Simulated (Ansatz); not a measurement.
Geometry optimisation in Ansatz: input, command and trajectory.

```yaml
crystal:
  lattice:
    - [-1.9396273411, 1.9396273411, 5.238421975]
    - [1.9396273411, -1.9396273411, 5.238421975]
    - [1.9396273411, 1.9396273411, -5.238421975]
  atoms:
    - { symbol: Sr, position: [0.0, 0.0, 0.0] }
    - { symbol: Fe, position: [0.25, 0.75, 0.5] }
    - { symbol: Fe, position: [0.75, 0.25, 0.5] }
    - { symbol: As, position: [0.3582161654, 0.3582161654, 0.0] }
    - { symbol: As, position: [0.6417838346, 0.6417838346, 0.0] }
basis:
  ecutwfc: 420
kpoints:
  mp_grid: { grid: [12, 12, 12] }
hamiltonian:
  xc: pbesol
scf:
  occupations: { method: gaussian, width: 0.1 }
output:
  forces: true
  stress: true
  eigenvalues: true
relax:
  adjacent_minimum: "off"
  f_tol: 0.01
  max_steps: 30
  cell: { stress_tol: 0.1, fix: [volume] }
```

```bash
ansatz run input.yaml --threads 1 --pin off --max-ram 2560MiB --backend cpu --events-out ev --progress --plain --runs-dir out
```

These are results of DFT PBEsol, scalar-relativistic, plane waves, PAW in Ansatz 0.2.0, not measurements.

The volume is held at 0.91 times that of the relaxed cell.

Of 4 frames 3 are shown, positions in Å and forces in eV/Å; the SCF threshold varies from step to step. Steps run on the plane waves of an earlier cell, with a Pulay correction in the pressure. The basis is chosen afresh for the last frame, the zero of the energies, and at times for earlier ones too; energy and pressure step there, also at an unchanged geometry. Spin polarisation was left out; whether the Fe atoms would carry moments isn't shown by this run.

```xyz
5
Lattice="-1.9396 1.9396 5.2384 1.9396 -1.9396 5.2384 1.9396 1.9396 -5.2384" Properties=species:S:1:pos:R:3:forces:R:3 pbc="T T T" step=1 free_energy_over_end_meV_per_atom=2.82 pressure_GPa=9.64
Sr    0.0000    0.0000    0.0000    0.0000    0.0000    0.0000
Fe    1.9396    0.0000    2.6192    0.0000    0.0000    0.0000
Fe    0.0000    1.9396    2.6192    0.0000    0.0000    0.0000
As    0.0000    0.0000    3.7530    0.0000    0.0000    0.3594
As    0.0000    0.0000    6.7239    0.0000    0.0000   -0.3594
5
Lattice="-1.9467 1.9467 5.2005 1.9467 -1.9467 5.2005 1.9467 1.9467 -5.2005" Properties=species:S:1:pos:R:3:forces:R:3 pbc="T T T" step=2 free_energy_over_end_meV_per_atom=0.49 pressure_GPa=8.60
Sr    0.0000    0.0000    0.0000    0.0000    0.0000    0.0000
Fe    1.9467    0.0000    2.6002    0.0000    0.0000    0.0000
Fe    0.0000    1.9467    2.6002    0.0000    0.0000    0.0000
As    0.0000    0.0000    3.7414    0.0000    0.0000    0.1117
As    0.0000    0.0000    6.6595    0.0000    0.0000   -0.1117
5
Lattice="-1.9543 1.9543 5.1600 1.9543 -1.9543 5.1600 1.9543 1.9543 -5.1600" Properties=species:S:1:pos:R:3:forces:R:3 pbc="T T T" step=4 free_energy_over_end_meV_per_atom=0.00 pressure_GPa=7.93
Sr    0.0000    0.0000    0.0000    0.0000    0.0000    0.0000
Fe    1.9543    0.0000    2.5800    0.0000    0.0000    0.0000
Fe    0.0000    1.9543    2.5800    0.0000    0.0000    0.0000
As    0.0000    0.0000    3.7205    0.0000    0.0000   -0.0067
As    0.0000    0.0000    6.5994    0.0000    0.0000    0.0067
```

It took 120 s on 1 thread of Arm Neoverse V2, on a shared host, peak memory 0.67 GiB.